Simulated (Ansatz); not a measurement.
# Ansatz run, Cs₂LiYCl₆

Input file of Ansatz 0.2.0:

```yaml
crystal:
  lattice:
    - [0.0, 5.232892, 5.232892]
    - [5.232892, 0.0, 5.232892]
    - [5.232892, 5.232892, 0.0]
  atoms:
    - { symbol: "Y", position: [0.0, 0.0, 0.0] }
    - { symbol: Cl, position: [0.74954, 0.25046, 0.25046] }
    - { symbol: Cl, position: [0.25046, 0.74954, 0.25046] }
    - { symbol: Cl, position: [0.25046, 0.74954, 0.74954] }
    - { symbol: Cl, position: [0.74954, 0.25046, 0.74954] }
    - { symbol: Cl, position: [0.25046, 0.25046, 0.74954] }
    - { symbol: Cl, position: [0.74954, 0.74954, 0.25046] }
    - { symbol: Li, position: [0.5, 0.5, 0.5] }
    - { symbol: Cs, position: [0.25, 0.25, 0.25] }
    - { symbol: Cs, position: [0.75, 0.75, 0.75] }
  symmetry: { tolerance: 0.0003 }
kpoints:
  mp_grid: { grid: [4, 4, 4], shift: [0, 0, 0] }
  band_path:
    path:
      - [0.0, 0.0, 0.0]
      - [0.5, 0.0, 0.5]
      - [0.625, 0.25, 0.625]
      - [0.375, 0.375, 0.75]
      - [0.0, 0.0, 0.0]
      - [0.5, 0.5, 0.5]
      - [0.5, 0.25, 0.75]
      - [0.5, 0.0, 0.5]
    npoints: 8
magnetization:
  spin_polarized: false
scf:
  occupations: { method: fermi_dirac }
  lower_state_search: "off"
  max_iter: 200
hamiltonian:
  pseudopotentials: { kind: paw }
  xc: r2scan
basis:
  ecutwfc: 500
  fft_grid_basis: typed
output:
  forces: true
  stress: true
  eigenvalues: true
  bader: true
  populations: true
  elf: true
  write_potential: true
  volumetric_format: npy
  dos:
    e_range: [-12, 8]
    de: 0.05
    projected: { site_lists: { Cl: [Cl], Cs: [Cs], Li: [Li], "Y": ["Y"] } }
checkpoint:
  read: saved_state
```

The saved state is an earlier solution for the same cell, perhaps on another mesh. 

Output (shortened):

```
Free energy (F): -21962.4615 eV
Harris-Foulkes:  -21962.4615 eV  (|F-HF|=7.82e-9)
Internal energy: -21962.4615 eV  (E = F + TS)
E sigma→0 (E₀):  -21962.4615 eV
Fermi energy:    4.9073 eV
--- Forces (eV/Å), atoms counted from 1 ---
  atom   1  Y      0.0000     0.0000     0.0000
  atom   2  Cl     0.1075     0.0000     0.0000
  atom   3  Cl     0.0000     0.1075     0.0000
  atom   4  Cl    -0.1075     0.0000     0.0000
  atom   5  Cl     0.0000    -0.1075     0.0000
  atom   6  Cl     0.0000     0.0000     0.1075
  atom   7  Cl     0.0000     0.0000    -0.1075
  atom   8  Li     0.0000     0.0000     0.0000
  atom   9  Cs     0.0000     0.0000     0.0000
  atom  10  Cs     0.0000     0.0000     0.0000
--- Stress (GPa, compression-positive) ---
        0.3722       0.0000       0.0000
        0.0000       0.3722       0.0000
        0.0000       0.0000       0.3722
  P = ⅓ Tr σ = 0.3722 GPa (3.722 kbar)
--- Löwdin populations: 10 sites ---
  site symbol       q [e]
     0      Y     10.0369
     1     Cl      7.5001
     2     Cl      7.5001
     3     Cl      7.5001
     4     Cl      7.5001
     5     Cl      7.5001
     6     Cl      7.5001
     7     Li      2.3226
     8     Cs      8.1991
     9     Cs      8.1991
  spilling = 0.0033 (of n_electrons = 74.0000)
```

Origin: a database entry at a rescaled volume.
